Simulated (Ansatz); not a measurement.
**NiRhAs: how the axes shrink under pressure**

NiRhAs, P4/nmm, a = 3.585 Å, c = 6.106 Å. The structure is a COD entry; whether it is the stable form wasn't checked. Ansatz: r2SCAN, PAW, 500 eV, Γ-centred 10×10×6 mesh on 6 atoms, Gaussian smearing 0.10 eV; no spin polarisation. Cell and atoms are relaxed at each pressure, and no other structure is tried, so the rows at high pressure may lie past a change of phase. y = 100 ln(c/c0) with c0 = 6.1060 Å, so nearly a change in per cent. The pressures are the targets, met within 0.04 GPa.

| P (GPa) | y | 100 ln(a/a0) |
| --- | --- | --- |
| -2.0 | ? | ? |
| 0.0 | 0.00 | 0.00 |
| 2.0 | -0.21 | -0.37 |
| 5.0 | -0.49 | -0.91 |
| 10.0 | -0.95 | -1.71 |
| 20.0 | -1.80 | -3.09 |
| 40.0 | -3.18 | -5.31 |

**Question.** Fit y = c1 P + c2 P² to the other rows, give the linear compressibility along c, and predict the missing y.

**Answer.** Least squares on the rows shown. y = −0.1005 P + 0.0005259 P². The linear compressibility along c is −c1/100 = 1.01 per TPa, against 1.80 along a from the same fit to the last column (its missing entry is 0.38): the crystal is softer along a at low pressure. The runs next to zero pressure give 1.12 and 1.88, so a parabola over the whole range misstates the start. At P = -2.0 the fit asked for gives 0.20. The run gave 0.24, so the fit is 0.04 too low, 1.2 % of the span of the series, against an rms of 0.005 on the fitted rows. The row lies outside the fitted range. With a term in P³ added, a fit to the same known rows predicts 0.20, no real gain.